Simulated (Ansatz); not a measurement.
# MgH2 — quadrupolar parameters

The cell is a computed structure from the Materials Project (it need not be an observed phase), whose atoms a relaxation with PBE at fixed cell left in place.

```cif
data_MgH2
_symmetry_space_group_name_H-M 'P4_2/mnm'
_symmetry_Int_Tables_number 136
_cell_length_a 4.4767
_cell_length_b 4.4767
_cell_length_c 2.9925
_cell_angle_alpha 90.000
_cell_angle_beta 90.000
_cell_angle_gamma 90.000
loop_
_atom_site_label
_atom_site_type_symbol
_atom_site_symmetry_multiplicity
_atom_site_Wyckoff_symbol
_atom_site_fract_x
_atom_site_fract_y
_atom_site_fract_z
Mg Mg 2 a 0.5000 0.5000 0.5000
H H 4 f 0.6956 0.6956 0.0000
```

One atom of each set is listed.

Level of theory: DFT, PBE, plane waves and PAW, scalar-relativistic, 420 eV cutoff, Γ-centred 6×6×9 k-points, Fermi–Dirac smearing 0.02 eV (Ansatz 0.2.0).

Conventions: |V_zz| ≥ |V_yy| ≥ |V_xx|, η = (V_xx − V_yy)/V_zz, C_Q = eQV_zz/h.

Mg-25: I = 5/2, Q = 199.4 mb; 2H: I = 1, Q = 2.858 mb. Nuclear quadrupole moments: year-2017 set (Pyykkö).

(1) What field gradients does the calculation give at each kind of site?

## Answers

(1) 

```
site  atoms          first shell  V_xx, V_yy, V_zz (10²¹ V/m²)     η  C_Q (MHz)
  Mg      2   6 H at 1.93–1.94 Å           -0.037, -0.59, 0.63  0.88       3.04
   H      4  3 Mg at 1.93–1.94 Å             0.11, 0.44, -0.55  0.60     -0.038
```

At H V_zz stands upright on the plane through its three neighbours (within 1°).
